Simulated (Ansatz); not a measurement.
## Compressing TiSi₂

All numbers below come from DFT r2SCAN, scalar-relativistic, plane waves, PAW in Ansatz 0.2.0. (500 eV cutoff, 10×10×10 k-mesh, Gaussian smearing of 0.10 eV, no spin polarisation)

Reference structure (relaxed):

```xyz
6
Lattice="1.7642 -6.7554 0.0000 1.7642 6.7554 0.0000 0.0000 0.0000 3.5646" Properties=species:S:1:pos:R:3 pbc="T T T"
Ti    1.7642   -5.3615    2.6734
Ti    1.7642    5.3615    0.8911
Si    1.7642   -0.7878    2.6734
Si    1.7642    0.7878    0.8911
Si    1.7642    3.3803    2.6734
Si    1.7642   -3.3803    0.8911
```

Cell and atoms are relaxed at each pressure within the symmetry of the start, at zero temperature, so transitions that lower the symmetry aren't seen. The k-mesh given is that at zero pressure and may differ at others. a, b and c are the lengths of the cell vectors above.

```tsv
P (GPa)	V (Å³/atom)	V/V0	a (Å)	b (Å)	c (Å)
-1	14.27	1.008	7.010	7.010	3.571
0	14.16	1.000	6.982	6.982	3.565
1	14.06	0.993	6.956	6.956	3.559
4	13.76	0.972	6.884	6.884	3.541
12	13.10	0.925	6.722	6.722	3.498
25	12.30	0.868	6.530	6.530	3.440
```

Task: What bulk modulus and pressure derivative fit these points?

Result: A third-order Birch–Murnaghan fit gives B0 = 130 GPa and B0' = 4.3.

Task: Which cell vector or vectors give way most up to 25 GPa?

Result: a and b: the changes are a -6.5 %, b -6.5 %, c -3.5 %.

This form isn't the usual stable structure of the compound.